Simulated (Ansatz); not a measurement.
Relaxation of a relaxed Ti cell displaced along its unstable phonon at q = (½, ½, 0) of its primitive reciprocal cell (161i cm⁻¹), largest move 0.15 Å; 2 atoms in the cell, which starts as P4/nmm, origin choice 1 (No. 129), tP2; a = b = 3.733 Å, c = 2.639 Å, α = β = γ = 90.00°. These are PBE (plane waves to 420 eV, PAW, scalar-relativistic; Ansatz, an electronic-structure program) values and carry that method's errors. Γ-centred k-mesh 12×12×12 on the run's cell (coarser than for final values), Fermi–Dirac smearing 0.05 eV. This is the first round of the run. 

The optimiser's lines from the output (shortened; P is positive under compression):

```
relax step   1: F+E_penalty+E_count = -4997.77307971 eV  Δ(F+E_penalty+E_count) = +0.000e0 eV  max|allowed force component| = 6.299e-1 eV/Å  Δτ_max = 0.0000 Å  P = -0.237 GPa  Ω = 36.777 Å³  (6 SCF iters, dr2 threshold 1.00e-7 eV, accepted)
relax step   2: F+E_penalty+E_count = -4998.20199479 eV  Δ(F+E_penalty+E_count) = -4.289e-1 eV  max|allowed force component| = 1.546e0 eV/Å  Δτ_max = 0.1951 Å  P = +0.098 GPa  Ω = 35.886 Å³  (6 SCF iters, dr2 threshold 2.00e-7 eV, accepted)
relax step   3: F+E_penalty+E_count = -4998.86372712 eV  Δ(F+E_penalty+E_count) = -6.617e-1 eV  max|allowed force component| = 1.162e0 eV/Å  Δτ_max = 0.1949 Å  P = -0.690 GPa  Ω = 35.058 Å³  (6 SCF iters, dr2 threshold 2.00e-7 eV, accepted)
relax step   4: F+E_penalty+E_count = -4999.03609643 eV  Δ(F+E_penalty+E_count) = -1.724e-1 eV  max|allowed force component| = 7.828e-1 eV/Å  Δτ_max = 0.1949 Å  P = +1.814 GPa  Ω = 33.987 Å³  (6 SCF iters, dr2 threshold 2.00e-7 eV, accepted)
relax step   5: F+E_penalty+E_count = -4999.14713855 eV  Δ(F+E_penalty+E_count) = -1.110e-1 eV  max|allowed force component| = 3.362e-2 eV/Å  Δτ_max = 0.0718 Å  P = +2.062 GPa  Ω = 33.851 Å³  (6 SCF iters, dr2 threshold 2.00e-7 eV, accepted)
relax step   6: F+E_penalty+E_count = -4999.15962053 eV  Δ(F+E_penalty+E_count) = -1.248e-2 eV  max|allowed force component| = 4.297e-3 eV/Å  Δτ_max = 0.0028 Å  P = +0.818 GPa  Ω = 34.245 Å³  (6 SCF iters, dr2 threshold 2.00e-7 eV, accepted)
relax step   7: F+E_penalty+E_count = -4999.16074727 eV  Δ(F+E_penalty+E_count) = -1.127e-3 eV  max|allowed force component| = 1.561e-3 eV/Å  Δτ_max = 0.0003 Å  P = -0.086 GPa  Ω = 34.538 Å³  (6 SCF iters, dr2 threshold 2.00e-7 eV, accepted)
relax step   8: F+E_penalty+E_count = -4999.16076716 eV  Δ(F+E_penalty+E_count) = -1.989e-5 eV  max|allowed force component| = 2.922e-4 eV/Å  Δτ_max = 0.0001 Å  P = -0.001 GPa  Ω = 34.510 Å³  (6 SCF iters, dr2 threshold 4.25e-8 eV, accepted)
relax step   9: F+E_penalty+E_count = -4999.16065528 eV  Δ(F+E_penalty+E_count) = +1.119e-4 eV  max|allowed force component| = 2.922e-4 eV/Å  Δτ_max = 0.0000 Å  P = +0.049 GPa  Ω = 34.510 Å³  stress off target by 1.38e-1 GPa  SCF on the basis re-selected at this cell (its energy is not comparable with the rows above)  (6 SCF iters)
relax step  10: F+E_penalty+E_count = -4999.16067367 eV  Δ(F+E_penalty+E_count) = -1.840e-5 eV  max|allowed force component| = 1.730e-4 eV/Å  Δτ_max = 0.0000 Å  P = +0.010 GPa  Ω = 34.524 Å³  (6 SCF iters, dr2 threshold 4.76e-8 eV, accepted)
relax step  11: F+E_penalty+E_count = -4999.16067684 eV  Δ(F+E_penalty+E_count) = -3.167e-6 eV  max|allowed force component| = 1.730e-4 eV/Å  Δτ_max = 0.0000 Å  P = +0.010 GPa  Ω = 34.524 Å³  stress off target by 1.00e-2 GPa  SCF on the basis re-selected at this cell (its energy is not comparable with the rows above)  (8 SCF iters)
```

From the first to the last row the energy changes by -0.69 eV/atom and the volume by -6.1 %. The last row is marked as not comparable with the walk above it, whose basis was carried along; it does compare with step 1, since both stand on a basis selected at the nominal cutoff for their own cell.

Later rounds, restarted from the end of this one on a renewed k-mesh, logged 8 more steps and released under 0.01 eV/atom more. The final structure after all rounds: I4/mmm (No. 139), tI2, AFLOW prototype A_tI2_139_a (A_a); a = 3.415 Å, b = 3.415 Å, c = 2.960 Å, α = 90.00°, β = 90.00°, γ = 90.00°. Between re-selections the logged energies stand on a plane-wave basis carried along with the cell. No spin polarisation in the result.

The run could not lose the symmetry of its start, so the end can be a saddle point.

The relaxed structure here is a generated cell of Ti: the first start was made by placing the elements on the sites of a structure type, and the end was not matched to a known phase here, so it may be hypothetical. Known forms of Ti include space group No. 194.
